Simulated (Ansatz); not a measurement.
Space group Immm (No. 71). a = 4.316 Å, b = 6.459 Å, c = 7.549 Å, α = 90.00°, β = 90.00°, γ = 90.00°
| atom | site | symmetry | x | y | z |
| --- | --- | --- | --- | --- | --- |
| Cs | 4i | mm2 | 0.0000 | 0.0000 | 0.2542 |
| O | 4g | m2m | 0.5000 | 0.1159 | 0.5000 |

Equation of state of this CsO structure (not necessarily the ground state), with shape and atoms relaxed at each volume where symmetry leaves them free. Level of theory: DFT r2SCAN, scalar-relativistic, plane waves, PAW in Ansatz 0.2.0.

Cutoff 500 eV; k points 8×8×8 on the computed 4-atom cell (Γ-centred); Gaussian smearing, width 0.02 eV; no spin polarisation.

```csv
V (Å³/atom),E − E(largest V) (meV/atom),P (GPa),gap on mesh (eV)
24.724,1.88,1.82,2.28
25.514,-4.54,0.82,2.21
26.303,-6.47,0.00,2.14
27.092,-4.72,-0.68,2.08
27.881,0.00,-1.22,2.01
```

Problem. Fit a third-order Birch–Murnaghan equation to E(V).

Solution. V0 = 26.29 Å³/atom, B0 = 25 GPa, B0' = 5.9.

Spin-orbit coupling is left out, which matters for the bands of heavy elements.

Cost: 5 runs of about 9.4 core-minutes in all, on Arm Neoverse V2 (shared hosts).